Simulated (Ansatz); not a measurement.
## Bi2Se3 — Bi-209 NMR of the central transition

Cell: an entry of the Crystallography Open Database (COD), its atoms then relaxed with PBE in this cell.

```cif
data_structure
_symmetry_space_group_name_H-M 'P 1'
_symmetry_Int_Tables_number 1
_cell_length_a 9.8405
_cell_length_b 9.8405
_cell_length_c 9.8405
_cell_angle_alpha 24.304
_cell_angle_beta 24.304
_cell_angle_gamma 24.304
_cell_volume 141.89
loop_
_atom_site_label
_atom_site_type_symbol
_atom_site_fract_x
_atom_site_fract_y
_atom_site_fract_z
_atom_site_occupancy
Bi1 Bi 0.40061 0.40061 0.40061 1
Bi2 Bi 0.59939 0.59939 0.59939 1
Se3 Se 0.00000 0.00000 0.00000 1
Se4 Se 0.21113 0.21113 0.21113 1
Se5 Se 0.78887 0.78887 0.78887 1
```

Sites (sets of like atoms) are named by element and the number of their first atom in this list.

Method: Kohn–Sham DFT in Ansatz, PBE, plane waves and PAW (field gradients read without the response of the frozen cores, which leaves them typically 4 to 6 % off), scalar-relativistic, 420 eV cutoff, Γ-centred 8×8×8 k-points, Fermi–Dirac smearing 0.02 eV.

Bi-209 has I = 9/2 and Q = -516.0 mb (Pyykkö 2018); at 35.2 T its Larmor frequency is ν₀ = 245.1 MHz (from the bare nuclear moment; shielding lowers the observed one by a per cent or two). Only the quadrupole interaction is simulated: positions count from each site's isotropic chemical shift, and J coupling is left out, as are shift anisotropy and dipolar coupling, which fast spinning averages.

(1) Simulate the second-order pattern (fast magic-angle spinning, Gaussian broadening 0.04 kHz) of site Bi (6 Se at 2.86–3.07 Å).

## Answers

(1) The calculation gives C_Q = -7.72 MHz and η = 0.00, so ν_Q = 0.322 MHz and the centre of gravity lies at -1.38 ppm (-0.338 kHz).

```tsv
offset (kHz)	height
-0.8738	0
-0.8393	4
-0.8048	6
-0.7704	6
-0.7359	6
-0.7014	7
-0.6669	7
-0.6325	7
-0.5980	8
-0.5635	15
-0.5290	71
-0.4945	76
-0.4601	54
-0.4256	47
-0.3911	44
-0.3566	43
-0.3222	43
-0.2877	45
-0.2532	48
-0.2187	54
-0.1843	66
-0.1498	100
-0.1153	78
-0.0808	6
```

An axis of threefold or higher order runs through Bi, so V_zz lies along it and η is zero.

Spin–orbit coupling is left out, which shifts gradients on Bi by a few per cent in wide-gap crystals, and can shift them far more where the calculated gap is small or absent, as here. Newer work puts Q(²⁰⁹Bi) near −420 mb, which would lower these couplings by about a fifth. With a gap of 0.2 eV on this mesh, small gradients can still move by 0.1 × 10²¹ V/m² or more as the k-mesh gets denser.

The relaxation (3 steps) took 28 s of wall time (28 s of CPU time) and 0.7 GiB at its peak, on 1 thread of AMD EPYC 9R14 (Zen 4) (x86_64; 16 cores open to the job, memory cap 3.0 GiB, no GPU), a shared host with a load of 0.2 a core.
